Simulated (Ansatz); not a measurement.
What strain does to AgF (zincblende)

AgF (zincblende), relaxed with r2SCAN in Ansatz 0.2.0. The symmetry is F-43m (No. 216, cubic); conventional cell a = 5.348 Å, 19.12 Å³ an atom. Around Ag lie 4 F at 2.32 Å; around F lie 4 Ag at 2.32 Å.

The axes x, y and z are those of this cell:
```xyz
2
Lattice="0.0000 2.6742 2.6742 2.6742 0.0000 2.6742 2.6742 2.6742 0.0000" Properties=species:S:1:pos:R:3 pbc="T T T"
Ag    0.0000    0.0000    0.0000
F     1.3371    1.3371    1.3371
```

Unstrained: r2SCAN gives a direct gap of 0.409 eV at Γ. The HSE06 gap is direct at Γ: 1.889 eV. Meshes: r2SCAN 8×8×8, HSE06 6×6×6. Strains are changes of length per length, and xy shears are angles. After each strain the atoms were relaxed again with r2SCAN within the symmetry that the strain leaves, so tilts or polar shifts that break it weren't tested; points keep the names that they have in the unstrained zone. One strained cell lies below the unstrained one, which is therefore a saddle: all changes count from an unstable reference. Under uniaxial strain the other axes carry as much stress as the strained one: the cell is very soft in shear and may be mechanically unstable. The calculation is spin-unpolarised, and the structure need not be a phase that has been made.

Changes of the least gap in eV (an overlap counts as a negative gap):
```csv
strain,volume change (%),space group,r2SCAN,HSE06,"energy rise, r2SCAN (meV/atom)"
"epitaxial +5.0 % in the xy plane, free normal strain -13.10 %",-4.2,I-4m2,-0.178,-0.184,-7.9
uniaxial +2.0 % along z,+2.0,I-4m2,+0.049,+0.053,1.0
"xy shear, engineering strain (angle) -0.5 %",0.0,Imm2,-0.009,-0.010,0.0
isotropic +4.0 % on every length,+12.5,F-43m,+0.348,+0.364,36.4
uniaxial -3.0 % along [111],-3.0,R3m,-0.111,-0.135,1.6
```

Epitaxial +5.0 % in the xy plane, free normal strain -13.10 %. HSE06: the gap goes from 1.889 to 1.705 eV (-0.184 eV); least and direct gap lie within 0.04 eV, so its kind isn't settled; with r2SCAN the top three valence levels at Γ, degenerate before, become 1+2 from the top over 291 meV. Stress change with r2SCAN, compression positive: xx +1.57, yy +1.57, zz -0.03 GPa.

Uniaxial +2.0 % along z, other directions held. HSE06: the gap goes from 1.889 to 1.942 eV (+0.053 eV); with r2SCAN the top three valence levels at Γ, degenerate before, become 2+1 from the top over 36 meV. Stress change with r2SCAN, compression positive: xx -0.98, yy -0.98, zz -0.89 GPa.

Xy shear, engineering strain (angle) -0.5 %. HSE06: the gap goes from 1.889 to 1.879 eV (-0.010 eV); with r2SCAN the top three valence levels at Γ, degenerate before, become 1+1+1 from the top over 18 meV. Stress change with r2SCAN, compression positive: xx 0.00, yy 0.00, zz 0.00, xy -0.06 GPa.

Isotropic +4.0 % on every length. HSE06: the gap goes from 1.889 to 2.253 eV (+0.364 eV). Stress change with r2SCAN, compression positive: xx -4.37, yy -4.37, zz -4.37 GPa. For HSE06, dE_g/d ln V = 3.1 eV over this step.

Uniaxial -3.0 % along [111], other directions held. HSE06: the gap goes from 1.889 to 1.754 eV (-0.135 eV); with r2SCAN the top three valence levels at Γ, degenerate before, become 2+1 from the top over 168 meV. Stress change with r2SCAN, compression positive: xx +1.50, yy +1.50, zz +1.50, xy -0.37, xz -0.37, yz -0.37 GPa.

Spin-orbit coupling is left out.

The meshes of the hybrids are coarse, so their gaps aren't converged to the digits shown.

The splittings at Γ are without spin-orbit coupling, which regroups them where it is of like size or larger.
